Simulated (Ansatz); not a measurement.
A geometry of MoRu away from equilibrium: the start of the relaxation of a relaxed MoRu cell displaced along its unstable phonon at q = Γ (186i cm⁻¹), largest move 0.15 Å. Method: PBE (plane waves to 420 eV, PAW, scalar-relativistic; Ansatz, a program for electronic structure). Γ-centred k-mesh 9×9×7 on the run's cell (coarser than for final values), Fermi–Dirac smearing 0.05 eV.

```xyz
4
Lattice="4.3262 0.0000 0.0000 -2.1631 3.7466 0.0000 0.0000 0.0000 4.9066" Properties=species:S:1:pos:R:3 pbc="T T T"
Ru     0.0000     2.4977     1.1261
Ru     2.1631     1.2489     3.7805
Mo     0.0000     2.4977     3.5300
Mo     2.1631     1.2489     1.3767
```

Task: Which atoms carry the largest force, and which way does it point?

Result: 1.29 eV/Å, on Mo3, Mo4 (atoms numbered as listed); on Mo3 its components are (0.00, 0.00, -1.29).

Task: What is the pressure?

Result: -1.1 GPa, compression positive.

Task: How much energy per atom can still be gained by relaxing?

Result: 0.33 eV/atom; the path ends in P-3m1 (No. 164).

No spin polarisation in the result.

The run could not lose the symmetry of its start: the end is stationary, and may be a saddle point rather than a minimum.

The end of the path is a generated cell of MoRu: the first start was made by placing the elements on the sites of a structure type, and the end was not matched to a known phase here, so it may be hypothetical.
